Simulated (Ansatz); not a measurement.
Starting cell, PbS (rock salt):

```xyz
4
Lattice="0.0000 5.9745 5.9745 2.9872 2.9872 5.9745 2.9872 2.9872 0.0000" Properties=species:S:1:pos:R:3 pbc="T T T"
S      0.0000     0.0000     0.0000
S      2.9872     5.9745     2.9872
Pb     2.9872     2.9872     2.9872
Pb     2.9872     5.9745     5.9745
```

The atoms are displaced by Q × the pattern below (from a DFPT mode at X = (0.5, 0.5, 0.0), largest move 1; Q in Å), at fixed cell. It is one choice among 2 degenerate patterns. (q is in reciprocal vectors of the primitive cell; the cell shown is doubled to hold the pattern.)

| atom | x | y | z |
|---|---|---|---|
| S1 | 0.000 | 0.244 | 0.000 |
| S2 | 0.000 | -0.244 | 0.000 |
| Pb3 | 0.000 | 1.000 | 0.000 |
| Pb4 | 0.000 | -1.000 | 0.000 |

Computed with r2SCAN (plane waves to 500 eV, PAW, scalar-relativistic; Ansatz, a program for electronic structure). k mesh 10×10×10 (Γ-centred), Fermi-Dirac smearing 0.05 eV. Energies are smeared free energies. PbS was relaxed with its symmetry unable to fall. Spin-orbit coupling is left out, though Pb is heavy. The zero of ΔE is the undisplaced structure.

```tsv
Q (Å)	ΔE (meV/cell)
-0.180	49.3
-0.150	31.0
-0.120	withheld
-0.090	9.5
-0.060	4.0
-0.030	1.0
0.000	0.0
0.030	1.0
0.060	4.0
0.090	9.5
0.120	withheld
0.150	31.0
0.180	49.3
```

Q: Fit an even polynomial form (powers 2, 4) to the given rows and predict ΔE at Q = 0.120.

A: Least squares on the 11 given rows: ΔE = (1055)·Q² + (14400)·Q⁴, in meV/cell with Q in Å; root-mean-square residual 0.02 meV/cell. At 0.120 the fit gives 18.2 meV/cell; the calculation gives 18.1 meV/cell, so the interpolation is off by 0.1 (+0.6 %). The quadratic term alone would give 15.2 meV/cell.

(A displaced cell: forces are minus the slopes of the energy, force constants its curvatures, and phonons follow from these.)
